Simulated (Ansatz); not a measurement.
CuI (zinc blende, space group No. 216), a = b = c = 6.023 Å, α = β = γ = 90.00°; the cell used has 2 atoms.

Relaxed with r²SCAN.

Problem. Give the optical modes at the zone centre with their infrared and Raman activity from DFPT, r²SCAN in the plane-wave PAW code Ansatz.

Solution. Transverse frequencies, without the LO–TO term; a row sums one degenerate level.

```json
[
 {"ω (cm⁻¹)": "130", "degeneracy": "3", "IR ((D/Å)²/amu)": "1.75", "Raman (Å⁴/amu)": "59", "activity": "IR+Raman", "symmetry": "T2"}
]
```

Problem. How high does the top mode go among those that the LO–TO term moves?

Solution. 144 cm⁻¹ for q along x.

Space group F-43m (zinc blende). Symmetry was held in the r²SCAN relaxation; phonons on a q-mesh show no instability. The run is not spin-polarised. Spin–orbit coupling is left out wherever it is not named.

Potentials: the later of the program's two PAW sets.
